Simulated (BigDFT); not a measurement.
Input and output of a self-consistent single point for the molecule CH7F2NSi2 (BigDFT).

Level of theory: LDA (Teter-Pade), Daubechies wavelet basis, HGH (Krack) norm-conserving potentials made for LDA, isolated boundary conditions (BigDFT).

```xyz
13

N     -1.0217     1.6741    -0.3698
Si    -0.3355     0.3280     0.4467
C     -1.0254    -1.2823    -0.1586
F     -0.8258    -1.3722    -1.5041
Si     1.9887     0.1100     0.2496
F      2.7401     1.3249     0.9813
H     -0.9423     1.5444    -1.3783
H     -2.0186     1.7351    -0.1739
H     -0.7133     0.5104     1.8707
H     -0.5499    -2.1482     0.3106
H     -2.1029    -1.3480     0.0169
H      2.4150    -1.1636     0.8916
H      2.3916     0.0874    -1.1827
```
Charge 0, spin multiplicity 1.

Reference input (self-consistent single point, DFT, LDA (Teter-Pade), Daubechies wavelet basis, HGH (Krack) norm-conserving potentials made for LDA, isolated boundary conditions): basis = Daubechies wavelets; dft.hgrids = 0.31 bohr; dft.rmult = 5 8; dft.ixc = 1; potentials = built-in HGH-K LDA; boundary_conditions = free; dft.gnrm_cv = 1e-05; dft.itermax = 80; dft.idsx = 6; dft.nrepmax = 3. This run's input differs from it in these lines:

```diff
@@ -2,4 +2,4 @@
 dft:
-  hgrids: 0.31
-  rmult: [5, 8]
+  hgrids: 0.419
+  rmult: [4, 6]
   ixc: 1
```

Output, abridged:

```
  #------------------------------------------------------------------- Self-Consistent Cycle
 Ground State Optimization:
 - Hamiltonian Optimization: &itrp001
   - Subspace Optimization: &itrep001-01
       Wavefunctions Iterations:
 iter:  1, EKS: -7.53000647927597129E+01, gnrm:  2.80E-01, D: -7.18E-01,
 iter:  2, EKS: -7.58630120904504111E+01, gnrm:  9.69E-02, D: -5.63E-01,
 iter:  3, EKS: -7.59461557937611502E+01, gnrm:  4.51E-02, D: -8.31E-02,
 iter:  4, EKS: -7.59774010430567444E+01, gnrm:  2.07E-02, D: -3.12E-02,
 iter:  5, EKS: -7.59836011356060226E+01, gnrm:  9.75E-03, D: -6.20E-03,
   [... lines left out ...]
 iter:  11, EKS: -7.59856415741752471E+01, gnrm:  2.02E-04, D: -1.84E-06,
 iter:  12, EKS: -7.59856424525098788E+01, gnrm:  1.30E-04, D: -8.78E-07,
 iter:  13, EKS: -7.59856428647807149E+01, gnrm:  8.57E-05, D: -4.12E-07,
 iter:  14, EKS: -7.59856430662134841E+01, gnrm:  5.03E-05, D: -2.01E-07,
 iter:  15, EKS: -7.59856431323481729E+01, gnrm:  2.77E-05, D: -6.61E-08,
 iter:  16, EKS: -7.59856431509097376E+01, gnrm:  1.54E-05, D: -1.86E-08,
 iter:  17, EKS: -7.59856431558168310E+01, gnrm:  9.15E-06, D: -4.91E-09,
       -  &FINAL001  { #---------------------------------------------------------- iter: 18
 iter:  18, EKS: -7.59856431572549411E+01, gnrm:  9.15E-06, D: -1.44E-09,  #FINAL
        #Eigenvalues and New Occupation Numbers
       Orbitals: [
   [... 16 lines left out ...]
 Last Iteration                        : *FINAL001
  #---------------------------------------------------------------------- Forces Calculation
 Total electronic charge               :  37.999982587251
 Electric Dipole Moment (AU):
   P vector                            :  [ -7.960491E-01, -4.744635E-01, -3.997499E-02 ]
   norm(P)                             :  9.27581687E-01
 Electric Dipole Moment (Debye):
   P vector                            :  [ -2.023355E+00, -1.205966E+00, -1.016063E-01 ]
   norm(P)                             :  2.35767726E+00
 BigDFT infocode                       :  0
   [... lines left out ...]
 -  {H: [ 1.287689757394E-02, -8.674611921035E-03, -1.017141046559E-02]} # 0010
 -  {H: [ 1.011702612790E-03, -1.254606190185E-02, -2.243913562605E-02]} # 0011
 -  {H: [-1.839637948973E-04,  1.486357566488E-02,  1.669103778765E-02]} # 0012
 -  {H: [ 1.283897502852E-02,  2.503600847527E-02,  2.086463834490E-02]} # 0013
 Energy (Hartree)                      : -7.59856431572549411E+01
 Force Norm (Hartree/Bohr)             :  1.72825169092397396E-01
```

The run converged in 18 iterations. Against the reference run the free energy goes up by 216 meV/atom and the largest force goes from 1.309 to 6.013 eV/Å.

The grid can part forces that symmetry would make equal. Forces above 1 eV/Å remain at this geometry. This run is one point of a test of settings, so its values need not be converged; read them against the reference run alone. The geometry comes from a cheaper method or was typed, in some cases with atoms then moved at random; it is not relaxed at this level, and the species need not be a known compound.

Cost on one core: roughly 70 core-seconds.
